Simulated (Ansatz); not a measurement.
# CsSmF4: relaxed-ion elastic tensor

The calculation used DFT PBE, scalar-relativistic, plane waves, PAW, and for the lanthanide a 4f-in-core norm-conserving potential (Ansatz). Plane waves to 690 eV; Γ-centred k mesh 6×6×4; fixed occupations. No spin polarisation.

Relaxed structure:
```xyz
6
Lattice="3.9968 0.0000 0.0000 0.0000 3.9968 0.0000 0.0000 0.0000 7.0565" Properties=species:S:1:pos:R:3 pbc="T T T"
Cs    1.9984    1.9984    3.5283
Sm    0.0000    0.0000    0.0000
F     1.9984    0.0000    5.7662
F     0.0000    1.9984    1.2903
F     1.9984    0.0000    1.2903
F     0.0000    1.9984    5.7662
```

The structure comes from a generated guess, relaxed at this level; another structure or a mixture of phases may lie lower. Spin–orbit coupling is left out, which matters for heavy elements.

Question: Give the relaxed-ion elastic constants (GPa, Voigt order xx yy zz yz xz xy, on the Cartesian axes of the cell above).

Answer:
C11 = 111.1, C12 = 37.1, C13 = 24.9, C22 = 111.1, C23 = 24.9, C33 = 99.4, C44 = 18.2, C55 = 18.2, C66 = 31.4 GPa; the others vanish.

Question: Is the crystal stable against homogeneous strain?

Answer: Yes: the least eigenvalue of the tensor is 18.2 GPa.

Question: And the moduli of a polycrystal (Hill averages)?

Answer: B = 55 GPa, G = 28 GPa, E = 71 GPa, ν = 0.28.

The lanthanide is trivalent by construction, without f bands, f moments or other valences.
